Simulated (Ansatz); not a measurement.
Put Al₅Cl₂ in P4/mmm (No. 123): Al on 4i and 1b; Cl on 1d and 1c.

Method: DFT PBE, scalar-relativistic, plane waves, PAW in Ansatz. Cutoff 420 eV, Γ-centred mesh, Gaussian smearing, no spin polarisation.

The zero of energy is the elements' standard structures at the same level (Cl₂ as a molecule); no fitted shifts are applied.

Question: Give the relaxed lattice parameters and positions.

Answer:

Space group P4/mmm (No. 123). a = 5.034 Å, b = 5.034 Å, c = 5.900 Å, α = 90.00°, β = 90.00°, γ = 90.00°
```tsv
atom	site	symmetry	x	y	z
Al	4i	2mm.	0.0000	0.5000	0.7431
Al	1b	4/mmm	0.0000	0.0000	0.5000
Cl	1d	4/mmm	0.5000	0.5000	0.5000
Cl	1c	4/mmm	0.5000	0.5000	0.0000
```

Al on a site of symmetry 2mm is surrounded by 4 Al at 2.87–3.03 Å, 4 Cl at 2.90–2.94 Å and 4 Al at 3.56 Å; around Al on a site of symmetry 4/mmm lie 8 Al at 2.90 Å and 4 Cl at 3.56 Å; Cl on its first site has 8 Al at 2.90 Å, 2 Cl at 2.95 Å and 4 Al at 3.56 Å; Cl on its second site has 8 Al at 2.94 Å and 2 Cl at 2.95 Å. Another local minimum with the same sites may exist.

Question: Where does its energy lie, and is it a metal?

Answer: The energy over the elements is +0.09 eV/atom and the gap on the 8×8×6 mesh of the 7-atom cell is 0 eV (a metal). It can't be a ground state, since the elements alone are lower.

The last run used Gaussian smearing of 0.10 eV. An odd number of electrons in the primitive cell allows no gap without spin; a larger cell or a magnetic state could open one. Symmetry constrained the relaxation, so the result can be a saddle point. Another cell of Al5Cl2 relaxed alike, in P6/mmm, lies 195 meV/atom lower, so this cell isn't the stable form at this level.
